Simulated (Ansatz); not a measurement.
This Ansatz input for EuZn₃ (AuCu3-type structure) was spoiled on purpose:

```yaml
crystal:
  lattice:
    - [4.4733079737, 0.0, 0.0]
    - [0.0, 4.4733079737, 0.0]
    - [0.0, 0.0, 4.4733079737]
  atoms:
    - { symbol: Eu, position: [0.0, 0.0, 0.0], spin: 7.0 }
    - { symbol: Zn, position: [0.0, 0.5, 0.5] }
    - { symbol: Zn, position: [0.5, 0.5, 0.0] }
    - { symbol: Zn, position: [0.5, 0.0, 0.5] }
basis:
  ecutwfc: 420
  ecutrho_ratio: 4
kpoints:
  mp_grid: { grid: [6, 6, 6] }
hamiltonian:
  xc: pbe
  hubbard: { sites: [{ species: Eu, l: f, u_eff: 6.0 }] }
scf:
  occupations: { method: fermi_dirac, width: 0.3 }
  n_extra_bands: 0
  max_iter: 80
output:
  forces: true
  stress: true
magnetization:
  spin_polarized: true
```

Launched as:
```sh
ansatz run input.yaml --threads 2 --pin off --max-ram 2662MiB --backend cpu --events-out ev --progress --plain --runs-dir out
```

Task: What is wrong with it?

Result: Too few bands. Against the sound input: scf.n_extra_bands: 0; scf.occupations: {"method": "gaussian", "width": 0.05} → {"method": "fermi_dirac", "width": 0.3} (the cap on iterations is only a precaution).

What the program printed:

```
Error: inconsistent input (scf.n_extra_bands): n_bands = 27 cannot host the net starting moment |Σ_I m_I| = 7.0000 μB: with N_el = 53 the majority spin channel must hold (N_el + |M|)/2 = 30.0000 electrons at no more than one per band — at least 30 bands (27 bands cap the reachable moment at 2·n_bands − N_el = 1.0000 μB); raise scf.n_extra_bands until at least 30 bands are solved (omitted, it auto-derives to 39)
```

The input was refused before any iteration. Run time: 0.11 s on 2 threads of Arm Neoverse V2, on a shared host, peak memory 0.087 GiB. The run before the change (PBE+U (U_eff = 6 eV on Eu 4f), 420 eV, 6×6×6 mesh) gave:

| run | P (GPa) | gap on the mesh (eV) | cell moment (μB) | largest force component (eV/Å) |
| --- | --- | --- | --- | --- |
| sound | 0.0 | metal | 7.56 | 0.000 |

The two runs also differ in their start: the sound one had the moments 7.64, 0.00, 0.00, 0.00 μB typed, and went on from the state of an earlier run.

This is a trial structure made by placing the elements on a prototype's sites, so it needn't be the stable form.

Of that run: The run wasn't fully tested for a lower electronic state. A U of this size is made for insulators; in a metal, as here, it tends to take f weight out of the bonding and to swell the cell. The moments were started parallel, and the real magnetic order may be another.
